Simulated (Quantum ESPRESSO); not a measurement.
## Mg3S2FCl (input and log of a self-consistent run)

Simulated, not a measurement. The program is pw.x of Quantum ESPRESSO 7.5 (plane-wave density functional theory). The cell is made up: 7 atoms on a zincblende/diamond lattice with one site empty, with randomly drawn elements, strain and displacements, not relaxed. PseudoDojo standard norm-conserving files (v0.5 for PBE, v0.4.1 for LDA and PBEsol) set the functional; there is no spin polarisation, spin-orbit coupling or dispersion term, and the masses in the input are unused placeholders.

Input:

```
&control calculation='scf', pseudo_dir='./dojo.nc.sr.pbe.v0_5.standard.upf', outdir='./o', disk_io='medium', tprnfor=.true., tstress=.true. /
&system ibrav=0, nat=7, ntyp=4, nbnd=34, ecutwfc=84.00895049, nosym=.true., tot_charge=0,
 occupations='smearing', smearing='fd', degauss=0.0018374661
/
&electrons conv_thr=7.350e-09, electron_maxstep=60, /
ATOMIC_SPECIES
Cl 1.0 Cl.upf
F 1.0 F.upf
Mg 1.0 Mg.upf
S 1.0 S.upf
CELL_PARAMETERS angstrom
5.5313 0.0 0.0
0.0 5.5313 0.0
0.0 0.0 5.5313
ATOMIC_POSITIONS angstrom
Mg -0.0941 2.6845 2.6967
Mg 2.7166 -0.1185 2.7894
Mg 2.6556 2.7583 0.0143
S 1.2989 1.2994 1.4314
F 1.3323 4.2631 4.1236
Cl 4.2306 1.3847 4.1551
S 4.2548 4.0997 1.1971
K_POINTS automatic
4 4 4 1 1 1
```

The log is shortened where brackets say so; the opening notice, blank lines, dates and the lines on written files are dropped, and the path of the files is cut. It prints rydbergs, bohrs and kilobars, and counts compression as positive stress. With no partly filled state, the Fermi energy that it prints is only some level between the filled and the empty states on the mesh, and need not lie in the true gap.

```
     Program PWSCF v.7.5
     Parallel version (MPI & OpenMP), running on       1 processor cores
     Number of MPI processes:                 1
     Threads/MPI process:                     1
     [start-up lines left out]
     bravais-lattice index     =            0
     lattice parameter (alat)  =      10.4526  a.u.
     unit-cell volume          =    1142.0319 (a.u.)^3
     number of atoms/cell      =            7
     number of atomic types    =            4
     number of electrons       =        56.00
     number of Kohn-Sham states=           34
     kinetic-energy cutoff     =      84.0090  Ry
     charge density cutoff     =     336.0358  Ry
     scf convergence threshold =      7.3E-09
     mixing beta               =       0.7000
     number of iterations used =            8  plain     mixing
     Exchange-correlation= PBE
                           (   1   4   3   4   0   0   0)
     [axes and pseudopotential details left out]
   Cartesian axes
     site n.     atom                  positions (alat units)
         1        Mg     tau(   1) = (  -0.0170123   0.4853289   0.4875346  )
         2        Mg     tau(   2) = (   0.4911323  -0.0214235   0.5042937  )
         3        Mg     tau(   3) = (   0.4801041   0.4986712   0.0025853  )
         4        S      tau(   4) = (   0.2348273   0.2349177   0.2587818  )
         5        F      tau(   5) = (   0.2408656   0.7707230   0.7455029  )
         6        Cl     tau(   6) = (   0.7648473   0.2503390   0.7511977  )
         7        S      tau(   7) = (   0.7692224   0.7411820   0.2164229  )
     number of k points=    32  Fermi-Dirac smearing, width (Ry)=  0.0018
                       cart. coord. in units 2pi/alat
        k(    1) = (   0.1250000   0.1250000   0.1250000), wk =   0.0625000
        k(    2) = (   0.1250000   0.1250000   0.3750000), wk =   0.0625000
     [further k points left out]
     Dense  grid:   118721 G-vectors     FFT dimensions: (  64,  64,  64)
     Estimated max dynamical RAM per process >     143.52 MB
     Initial potential from superposition of free atoms
     starting charge      55.9975, renormalised to      56.0000
     Starting wfcs are   31 randomized atomic wfcs +    3 random wfcs
     total cpu time spent up to now is       10.8 secs
     per-process dynamical memory:    98.4 Mb
     Self-consistent Calculation
     iteration #  1     ecut=    84.01 Ry     beta= 0.70
     Davidson diagonalization with overlap
     ethr =  1.00E-02,  avg # of iterations =  6.3
     total cpu time spent up to now is       40.0 secs
     total energy              =    -482.86615031 Ry
     estimated scf accuracy    <       0.72136718 Ry
     iteration #  2     ecut=    84.01 Ry     beta= 0.70
     Davidson diagonalization with overlap
     ethr =  1.29E-03,  avg # of iterations =  2.2
     total cpu time spent up to now is       65.3 secs
     total energy              =    -483.01530312 Ry
     estimated scf accuracy    <       0.57221776 Ry
     iteration #  3     ecut=    84.01 Ry     beta= 0.70
     Davidson diagonalization with overlap
     ethr =  1.02E-03,  avg # of iterations =  2.0
     total cpu time spent up to now is       88.6 secs
     total energy              =    -483.14034522 Ry
     estimated scf accuracy    <       0.03113191 Ry
     iteration #  4     ecut=    84.01 Ry     beta= 0.70
     Davidson diagonalization with overlap
     ethr =  5.56E-05,  avg # of iterations =  6.0
     total cpu time spent up to now is      115.5 secs
     total energy              =    -483.14695308 Ry
     estimated scf accuracy    <       0.00354128 Ry
     iteration #  5     ecut=    84.01 Ry     beta= 0.70
     Davidson diagonalization with overlap
     ethr =  6.32E-06,  avg # of iterations =  4.6
     total cpu time spent up to now is      141.4 secs
     total energy              =    -483.14749342 Ry
     estimated scf accuracy    <       0.00020531 Ry
     iteration #  6     ecut=    84.01 Ry     beta= 0.70
     Davidson diagonalization with overlap
     ethr =  3.67E-07,  avg # of iterations =  2.3
     total cpu time spent up to now is      161.0 secs
     total energy              =    -483.14753561 Ry
     estimated scf accuracy    <       0.00001161 Ry
     iteration #  7     ecut=    84.01 Ry     beta= 0.70
     Davidson diagonalization with overlap
     ethr =  2.07E-08,  avg # of iterations =  2.7
     total cpu time spent up to now is      180.7 secs
     total energy              =    -483.14753899 Ry
     estimated scf accuracy    <       0.00000137 Ry
     iteration #  8     ecut=    84.01 Ry     beta= 0.70
     Davidson diagonalization with overlap
     ethr =  2.45E-09,  avg # of iterations =  2.7
     total cpu time spent up to now is      200.3 secs
     total energy              =    -483.14753943 Ry
     estimated scf accuracy    <       0.00000027 Ry
     iteration #  9     ecut=    84.01 Ry     beta= 0.70
     Davidson diagonalization with overlap
     ethr =  4.76E-10,  avg # of iterations =  2.1
     total cpu time spent up to now is      219.7 secs
     total energy              =    -483.14753949 Ry
     estimated scf accuracy    <       0.00000002 Ry
     iteration # 10     ecut=    84.01 Ry     beta= 0.70
     Davidson diagonalization with overlap
     ethr =  4.33E-11,  avg # of iterations =  2.0
     total cpu time spent up to now is      239.6 secs
     End of self-consistent calculation
          k = 0.1250 0.1250 0.1250 ( 14861 PWs)   bands (ev):
   -72.7619 -72.7579 -72.3823 -39.5525 -39.5461 -39.5217 -39.5006 -39.4772
   -39.4730 -39.1953 -39.1571 -39.1091 -19.4283 -13.1907  -8.3490  -7.8786
    -2.2637  -1.9986  -1.4535  -1.3547  -1.1849  -0.7884   0.3345   0.8097
     1.2227   1.6000   2.0176   2.2311   4.8650   6.6684   6.7744   7.0369
     8.2046   8.3693
     [levels at the other k points left out]
     the Fermi energy is     4.2041 ev
!    total energy              =    -483.14753950 Ry
     estimated scf accuracy    <          3.0E-09 Ry
     smearing contrib. (-TS)   =      -0.00000000 Ry
     internal energy E=F+TS    =    -483.14753950 Ry
     The total energy is F=E-TS. E is the sum of the following terms:
     one-electron contribution =    -364.98226797 Ry
     hartree contribution      =     183.85059451 Ry
     xc contribution           =     -80.23869136 Ry
     ewald contribution        =    -221.77717468 Ry
     convergence has been achieved in  10 iterations
     Forces acting on atoms (cartesian axes, Ry/au):
     atom    1 type  3   force =     0.02366415    0.03996305   -0.01662371
     atom    2 type  3   force =    -0.01750892   -0.02499006   -0.01221731
     atom    3 type  3   force =    -0.01922768    0.01770941    0.01538697
     atom    4 type  4   force =     0.02157548   -0.00252636   -0.00488677
     atom    5 type  2   force =     0.04652167   -0.03137813   -0.02780385
     atom    6 type  1   force =    -0.02720799   -0.01901096    0.02158813
     atom    7 type  4   force =    -0.02781672    0.02023305    0.02455654
     Total force =     0.110478     Total SCF correction =     0.000086
     Computing stress (Cartesian axis) and pressure
          total   stress  (Ry/bohr**3)                   (kbar)     P=      -23.66
  -0.00014581   0.00001051  -0.00002747          -21.45        1.55       -4.04
   0.00001051  -0.00010242   0.00001282            1.55      -15.07        1.89
  -0.00002747   0.00001282  -0.00023431           -4.04        1.89      -34.47
     init_run     :      8.58s CPU     10.71s WALL (       1 calls)
     electrons    :    214.12s CPU    228.86s WALL (       1 calls)
     forces       :      2.44s CPU      2.49s WALL (       1 calls)
     stress       :      9.40s CPU      9.48s WALL (       1 calls)
     [timing details left out]
     PWSCF        :   3m54.69s CPU   4m12.15s WALL
     JOB DONE.
```

In other units: free energy -6573.557 eV for the cell, pressure -2.37 GPa, largest force component 1.196 eV/Å. A rerun of this cell at 1437 eV and a 6 x 6 x 6 mesh moved values by no more than 0.002 eV in energy, 0.02 GPa in stress and 0.007 eV/Å in force.